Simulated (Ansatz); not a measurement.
Cs$_{2}$CaBr$_{4}$:
```yaml
crystal:
  lattice:
    - [-2.80419, 2.80419, 8.88754]
    - [2.80419, -2.80419, 8.88754]
    - [2.80419, 2.80419, -8.88754]
  atoms:
    - { symbol: Cs, position: [0.35871, 0.35871, 0.00000] }
    - { symbol: Cs, position: [0.64129, 0.64129, 0.00000] }
    - { symbol: Ca, position: [0.00000, 0.00000, 0.00000] }
    - { symbol: Br, position: [0.16016, 0.16016, 0.00000] }
    - { symbol: Br, position: [0.83984, 0.83984, 0.00000] }
    - { symbol: Br, position: [0.50000, 0.00000, 0.50000] }
    - { symbol: Br, position: [0.00000, 0.50000, 0.50000] }
```

DFT-PBEsol in the program Ansatz with PAW potentials gives a gap of 4.36 eV without spin–orbit coupling, maximum at X, minimum at Γ.

Question: What happens when spin–orbit coupling is switched on?

Answer: The gap shrinks by 0.06 eV, to 4.30 eV; maximum at X, minimum at Γ.

Question: Give the electron effective mass with spin–orbit coupling.

Answer: 0.35, 0.35, 0.37 mₑ (principal values).

Question: Give the hole effective mass with spin–orbit coupling.

Answer: 2.0, 2.4, 5.4 mₑ (principal values).

Space group I4/mmm. The workflow started from a Materials Project entry (that database holds measured and hypothetical structures alike); the Crystallography Open Database copy checked does not list it. Whether it is the stable phase at ambient conditions was not checked. The PBEsol relaxation kept the symmetry of its start; whether a distortion lowers the energy is not shown.

Potentials: the later of the program's two PAW sets.
